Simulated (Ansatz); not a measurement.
Relaxed candidate structures of TiAl:

A. I4₁/amd, origin choice 1 (No. 141), tI8; a = 3.8426 Å, b = 3.8426 Å, c = 8.7897 Å, α = 90.00°, β = 90.00°, γ = 90.00°; Al 4a (0.000, 0.000, 0.000); Ti 4b (0.000, 0.000, 0.500)

B. P3₂21 (No. 154), hP6; a = b = 5.1203 Å, c = 6.4434 Å, α = β = 90.00°, γ = 120.00°; Al 3b (0.842, 0.842, 0.500); Ti 3b (0.350, 0.350, 0.500)

C. P4/mmm (No. 123), tP2, AFLOW prototype AB_tP2_123_a_d (L1_0, as in CuAu); a = b = 2.813 Å, c = 4.059 Å, α = β = γ = 90.00°; Al 1d (0.500, 0.500, 0.500); Ti 1a (0.000, 0.000, 0.000)

D. P-6m2 (No. 187), hP2; a = 2.870 Å, b = 2.870 Å, c = 4.629 Å, α = 90.00°, β = 90.00°, γ = 120.00°; Ti 1a (0.000, 0.000, 0.000); Al 1d (0.333, 0.667, 0.500)

E. Pnma (No. 62), oP8; a = 6.778 Å, b = 3.822 Å, c = 5.267 Å, α = 90.00°, β = 90.00°, γ = 90.00°; Ti 4c (0.322, 0.250, 0.130); Al 4c (0.042, 0.750, 0.148)

**Question.** Put the candidates in order of energy per atom, lowest first, for r2SCAN (plane waves to 500 eV, PAW, scalar-relativistic; Ansatz, a program for electronic structure).

**Answer.** C (reference, the lowest of the structures calculated here), A (+0.04 eV/atom), D (+0.18 eV/atom), E (+0.21 eV/atom), B (+1.38 eV/atom)

Each run could gain symmetry but not lose that of its start, so entries can be saddle points. From databases, or of a type measured for this composition: P4/mmm, tP2, AFLOW prototype AB_tP2_123_a_d (L1_0, as in CuAu); the others are generated cells (placed on structure types, drawn at random, substituted or restacked) that were not matched to a known phase here. Static energies at zero pressure. No spin polarisation in the result.
